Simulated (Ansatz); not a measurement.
With plane-wave PAW r²SCAN (Ansatz code), AlPd in the orthorhombic phase (Cmcm; Al on 4c, Pd on 4c) relaxes to a = 2.796 Å, b = 10.038 Å, c = 4.215 Å. Against the elements it lies at -0.72 eV/atom, with no fitted shifts.

Electronic character: metallic (no gap).

An equation-of-state fit gives a bulk modulus of 153 GPa. Bader charges are Al +1.73, Pd -1.73 e.

The start of the workflow was typed in or built on a structure type; neither database checked (COD, Materials Project) lists it. Whether it is the stable phase at ambient conditions was not checked. Symmetry was held in the r²SCAN relaxation; whether a distortion lowers the energy is not shown. The run is not spin-polarised. Axis ratios of metals converge slowly with the k-mesh, so a and c are less sure than the volume. The references are the lowest solids computed at this level, not always the standard phases. Spin–orbit coupling is left out wherever it is not named.

Potentials: the earlier of the program's two PAW sets.
